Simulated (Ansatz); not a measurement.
**Ionic part of the dielectric constant of KI at 0.8 GPa, mode by mode**

Theory: Ansatz, DFT PBE+D3(BJ), scalar-relativistic, plane waves, PAW. Cutoff 420 eV, 6×6×6 k-points (Γ-centred), fixed occupations. No spin polarisation. Phonons by linear response, acoustic sum rule imposed.

It takes space group Fm-3m (No. 225, cubic). The conventional cell has a = 6.885 Å, b = 6.885 Å, c = 6.885 Å, α = 90.00°, β = 90.00°, γ = 90.00°. K (site symmetry m-3m) has 6 I at 3.44 Å as nearest neighbours. I (site symmetry m-3m) has 6 K at 3.44 Å as nearest neighbours.

The cell is the ideal cubic rocksalt prototype. Spin–orbit coupling is left out, which matters for heavy elements.

The primitive cell has V = 81.59 Å³ and ε∞,yy = 2.998. Each polar mode adds Δε = (4.92064×10⁷/V)·S/ν² along y, with S its oscillator strength in e²/amu, ν in cm⁻¹ and V in Å³.

**Question.** From these modes, find each Δε and ε0,yy.
```json
{"ν (cm⁻¹)": "117.8", "S_yy (e²/amu)": "0.04171"}
```

**Answer.**
```csv
ν (cm⁻¹),Δε
117.8,1.81
```

The sum is 1.813, so ε0,yy = 4.81; the run's tensor has 4.81.

**Question.** Where do the longitudinal modes lie for a wave vector along y?

**Answer.** At 149 cm⁻¹. The Lyddane–Sachs–Teller product Π(ν_LO/ν_TO)² = 1.60 matches ε0/ε∞ = 1.61.

Cost: 1 run of about 0.34 core-minutes, on AMD EPYC 9R45 (Zen 5) (shared hosts).